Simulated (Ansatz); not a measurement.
Q: Each is relaxed and computed with PBE (plane waves, PAW; program Ansatz). Which is the only metal?
A) SiGe, R-3m (Si on 6c, Ge on 6c)
B) SiC, Pnma (Si on 4c, C on 4c)
C) TiSi2, P6/mmm (Ti on 1a, Si on 2d)
D) CoLi3Nb3O12Ti, P1 (Pearson symbol aP20)

A: C, TiSi2, P6/mmm (Ti on 1a, Si on 2d). TiSi2: metal; SiC: gap 2.54 eV (indirect); CoLi3Nb3O12Ti: gap 0.52 eV; SiGe: gap 0.38 eV (indirect). Spin orders computed, not proven ground states: CoLi3Nb3O12Ti, P1 (Pearson symbol aP20) ferromagnetic. Constructed cells (a structure type filled with these elements, in neither database checked): TiSi2, P6/mmm (Ti on 1a, Si on 2d). Typed or built starts, not in the databases checked: SiC, Pnma (Si on 4c, C on 4c); CoLi3Nb3O12Ti, P1 (Pearson symbol aP20); SiGe, R-3m (Si on 6c, Ge on 6c). Not the usual ambient phase: TiSi2, P6/mmm (Ti on 1a, Si on 2d); SiC, Pnma (Si on 4c, C on 4c). All cells were relaxed under the symmetry of their starts (and spin orders); stability against distortions was not tested throughout. Rows with no word on spin ran without spin polarisation. No Hubbard U is applied. Scalar-relativistic: spin–orbit coupling is off unless named, which matters more the heavier the elements.

Potentials: the later of the program's two PAW sets.
